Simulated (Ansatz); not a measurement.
The start is a relaxed CsPbCl3 cell shaken by Gaussian noise of σ = 0.08 Å a coordinate. Cell shape, volume and atoms are optimised at zero target pressure with PBE (plane waves to 420 eV, PAW, scalar-relativistic; Ansatz, a first-principles code). The first steps use a coarse 4×4×4 k-mesh.

Starting cell:
```
CsPbCl3
1.0
    3.93607     2.27249     7.57636
   -3.93607     2.27249     7.57636
    0.00000    -4.54498     7.57636
Pb Cl Cs
2 6 2
Direct
  0.34154   0.32144   0.35719
  0.66556   0.68769   0.63490
  0.31591   0.51638   0.94440
  0.95692   0.30506   0.51112
  0.51179   0.95002   0.30535
  0.69647   0.48315   0.04603
  0.04194   0.69973   0.48002
  0.47224   0.05968   0.70047
  0.13283   0.14899   0.13407
  0.85271   0.86387   0.86298
```

Problem. Is the parent structure recovered?

Solution. The parent structure is recovered, R-3 (No. 148).

Problem. How do the shortest distances between atoms change?

Solution. The closest pairs of elements (up to four, under 3.6 Å), start → end: Cl–Pb 2.78 → 2.89 Å; Cl–Cs 3.35 → 3.44 Å.

Problem. Is the relaxed structure metallic? Give its gap.

Solution. 3.70 eV, indirect (valence top at Γ, conduction bottom at T) (no spin-orbit coupling).

Final structure:

Space group R-3, hexagonal axes (No. 148); a = b = 7.877 Å, c = 22.709 Å, α = β = 90.00°, γ = 120.00°

```json
[
 {"atom": "Pb", "site": "6c", "symmetry": "3.", "x": "0.0000", "y": "0.0000", "z": "0.3384"},
 {"atom": "Cl", "site": "18f", "symmetry": "1", "x": "0.4089", "y": "0.0225", "z": "0.0738"},
 {"atom": "Cs", "site": "6c", "symmetry": "3.", "x": "0.0000", "y": "0.0000", "z": "0.1364"}
]
```
(The calculation used a cell of 10 atoms; values per cell refer to that cell.)

Final values are on a 5×5×5 k-mesh of the relaxed cell. No spin polarisation in the result.

The relaxed structure here is a generated cell of CsPbCl3: the first start was made by placing the elements on the sites of a structure type, and the end was not matched to a known phase here, so it may be hypothetical. Known forms of CsPbCl3 include space group No. 221.
